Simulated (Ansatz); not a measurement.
TiAs:
Space group P6₃/mmc (No. 194); a = b = 3.598 Å, c = 11.967 Å, α = β = 90.00°, γ = 120.00°

| atom | site | symmetry | x | y | z |
|---|---|---|---|---|---|
| Ti | 4f | 3m. | 0.3333 | 0.6667 | 0.1170 |
| As | 2a | -3m. | 0.0000 | 0.0000 | 0.0000 |
| As | 2d | -6m2 | 0.6667 | 0.3333 | 0.2500 |

Relaxed at zero pressure with DFT-PBEsol in the program Ansatz with PAW potentials.

**Question.** The volume is raised by 9 % and shape and atoms relax at that volume. What pressure results, and how do the axes share the change?

**Answer.** -9.3 GPa; a 3.2 %, b 3.2 %, c 2.3 %; the energy rises by 47 meV/atom.

**Question.** Give the new structure.

**Answer.** 
Space group P6₃/mmc (No. 194); a = b = 3.714 Å, c = 12.242 Å, α = β = 90.00°, γ = 120.00°

```tsv
atom	site	symmetry	x	y	z
Ti	4f	3m.	0.3333	0.6667	0.1169
As	2a	-3m.	0.0000	0.0000	0.0000
As	2d	-6m2	0.6667	0.3333	0.2500
```

The phase is kept; no other phase was compared at this pressure.

Space group P6_3/mmc. The first step of the workflow began from a Materials Project structure, measured or hypothetical; the Crystallography Open Database files this formula in space group No. 194, but the cells were not matched. Its standing as an ambient phase is unchecked. Symmetry was held in the PBEsol relaxation; whether a distortion lowers the energy is not shown. The run is not spin-polarised.

Potentials: the later of the program's two PAW sets.
